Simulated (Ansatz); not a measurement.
An Ansatz (a program for electronic structure) run. Input:

Ansatz 0.2 input:
```yaml
crystal:
  lattice:
    - [0.0, 2.8310023872, 2.8310023872]
    - [2.8310023872, 0.0, 2.8310023872]
    - [2.8310023872, 2.8310023872, 0.0]
  atoms:
    - { symbol: Mg, position: [0.0, 0.0, 0.0] }
    - { symbol: S, position: [0.25, 0.25, 0.25] }
kpoints:
  mp_grid: { grid: [9, 9, 9] }
hamiltonian:
  xc: r2scan
  pseudopotentials: { kind: paw }
scf:
  occupations: { method: fixed }
checkpoint: { read: static.run }
output: { bader: true, populations: true }
```

Output (shortened):

```
Pseudopotential: Mg, paw, valence charge 10
Pseudopotential: S, paw, valence charge 6
Functional definition: r2SCAN
Crystal: 2 atoms, lattice volume = 45.379 Å³
Basis set: ecut = 500 eV, 1139 PW (Γ), exchange–correlation on 120×120×120 points (64 copies of the dense FFT grid, shifted against one another)
Bands: 12, of which v1, the nominal top of the filled ones, is band 8 counted from 1 (7 counted from 0)
Symmetry: 24 space group operations
Space group: F-43m (ITA 216), of the structure as read, at distance tolerance 3.6e-5 Å
k-points: 35 of 729 (time reversal used)
Stability of the state it starts from, as read at its close in the unpolarized treatment …
iter 1 solved again at ethr=3.41e-8 eV; its pass at ethr=3.10e-3 eV (dr2=5.45e-6 eV) is discarded
SCF iter   1: F=—  HF=-2835.513255 eV  |F-HF|=—  |Δ(HF+E_count)|=         —  Δρ=4.87e-7  dr2=8.71e-11  dr2_τ=9.34e-12  ethr=3.41e-8  ⟨swp⟩=3.1  Hψ=3456  notcnv=0  defer=66
preconditioner: auto → none
SCF iter   2: F=-2835.513255 eV  HF=-2835.513255 eV  |F-HF|=3.68e-11  |Δ(HF+E_count)|=   4.63e-9  Δρ=3.30e-7  dr2=5.26e-11  dr2_τ=7.43e-12  ethr=1.00e-12  ⟨swp⟩=7.6  Hψ=2074  notcnv=0
SCF 1 converged in 2 iterations: F = -2835.513255 eV  dr2 = 5.26e-11
SCF converged after 2 iterations
Free energy (F): -2835.513255 eV
Harris-Foulkes:  -2835.513255 eV  (|F-HF|=3.68e-11)
Internal energy: -2835.513255 eV  (E = F + TS)
E sigma→0 (E₀):  -2835.513255 eV
Fermi energy:    2.836379 eV
--- Per-component energies (eV) ---
  E_band       = -387.578659
  E_kinetic    = 183.454129
  E_local      = -1884.949623  (includes V_loc(G=0)·N_el)
  E_nonlocal   = 123.718134
  E_hartree    = 683.449856
  E_xc         = -119.958425
  E_vxc        = -135.364771  (∫ρ·V_xc dr)
  E_paw        = -905.825074  (= ΣΔE_a)
  E_vpaw       = -48.448392  (= ΣTr[D̂ρ^β])
  E_aug_tail   =  0.000000  (compensation charges beyond the density's cutoff)
  E_vtau       = 7.112271  (kinetic-family band-sum trace: ∫τ·v_τ [+ j·A + Jᵃ·Aᵃ] dr)
  E_ewald      = -915.266278
  E_core_change = -0.135975  (= ΣΔE_core)
  E_smearing   =  0.000000  (= −TS)
  E_closure    =  0.000000  (closes the sum)
  Σ components = -2835.513255   (vs F -2835.513255, Δ=0.00e0)
  [band-id]    e_kinetic+e_local+e_nonlocal+2·e_hartree+e_vxc+e_vpaw+e_augmentation_tail+e_vtau = -387.578540   (vs E_band -387.578659, Δ=1.19e-4)
--- Band table (eV; the first three rows and the last of 35) ---
  k-point 0: bands = ["-73.6793", "-38.7806", "-38.7806", "-38.7806", "-8.9025", "2.8364", "2.8364", "2.8364", "6.9776", "11.4173", "11.4173", "11.4173"]
  k-point 1: bands = ["-73.6793", "-38.7809", "-38.7807", "-38.7807", "-8.8307", "2.2999", "2.7937", "2.7937", "7.5065", "11.2677", "11.5698", "11.5698"]
  k-point 2: bands = ["-73.6793", "-38.7817", "-38.7808", "-38.7808", "-8.6384", "1.2615", "2.6910", "2.6910", "8.3481", "11.2197", "11.6654", "11.6654"]
  k-point 34: bands = ["-73.6792", "-38.7829", "-38.7821", "-38.7816", "-7.9833", "0.4861", "1.0329", "1.6433", "8.8146", "11.1526", "11.4740", "12.7513"]
--- Löwdin populations: 2 sites ---
  site symbol       q [e]
     0     Mg      8.5583
     1      S      7.3248
  spilling = 0.007306 (of n_electrons = 16.000000)
--- Bader charges: 2 sites ---
  site symbol  charge [e]  shift [e]
     0     Mg      1.6767     0.0021
     1      S     -1.6767     0.0021
  shift: an alarm, by how much a part of what the PAW files miss would move the charge. Where it is large, compare
  with a run on PAW files of another source; a small one proves nothing
  estimated error of the sums over rays = 2.9e-4 e
```

Cost: roughly 15 core-seconds on shared cores.

The workflow started from a Materials Project entry (that database holds measured and hypothetical structures alike); the Crystallography Open Database copy checked does not list it. COD files the formula under space group No. 225, so this cell is another polymorph or a model. Whether it is the stable phase at ambient conditions was not checked. The r²SCAN relaxation kept the symmetry of its start; its stability against distortions is not shown here.

Potentials: the later of the program's two PAW sets.

Ansatz is a plane-wave DFT program.
